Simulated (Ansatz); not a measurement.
Si$_{2}$W:
```yaml
crystal:
  lattice:
    - [0.00000, 2.94695, 2.94695]
    - [2.94695, 0.00000, 2.94695]
    - [2.94695, 2.94695, 0.00000]
  atoms:
    - { symbol: W, position: [0.00000, 0.00000, 0.00000] }
    - { symbol: Si, position: [0.25000, 0.25000, 0.25000] }
    - { symbol: Si, position: [0.75000, 0.75000, 0.75000] }
```

Relaxed with PBE. Special points in fractions of this cell's reciprocal vectors: Γ (0.000, 0.000, 0.000); X (0.500, 0.000, 0.500); U (0.625, 0.250, 0.625); K (0.375, 0.375, 0.750); L (0.500, 0.500, 0.500); W (0.500, 0.250, 0.750).

### Question
List the band energies nearest the Fermi level at these points for the program Ansatz at the PBE level (PAW).

### Answer
In eV from the Fermi level; about four levels below and three above (degenerate sets whole), none deeper than 8.9 eV; points with the same levels are listed once.

| k | below | above |
|---|---|---|
| Γ | -4.40 -4.40 -4.40 -2.34 -0.88 -0.88 | 3.77 3.77 3.77 |
| X | -2.91 -2.91 -1.22 -1.01 -1.01 | 0.52 5.21 6.23 |
| U | -3.83 -2.88 -1.67 -0.62 | 0.25 0.94 4.75 |
| L | -0.28 -0.28 -0.17 -0.17 | 0.97 5.69 6.86 6.86 |
| W | -5.13 -1.79 -1.79 -1.00 | 0.01 1.42 5.10 5.10 |

Space group Fm-3m (fluorite or antifluorite type). A made-up cell: these elements were put on the sites of a structure type; neither database checked (COD, Materials Project) lists it. It is not the phase usual at ambient conditions (space group No. 139). Symmetry was held in the PBE relaxation; its stability against distortions is not shown here. No spin polarisation was allowed. Scalar-relativistic: spin–orbit coupling is off unless named, which matters more the heavier the elements.

Potentials: the later of the program's two PAW sets.
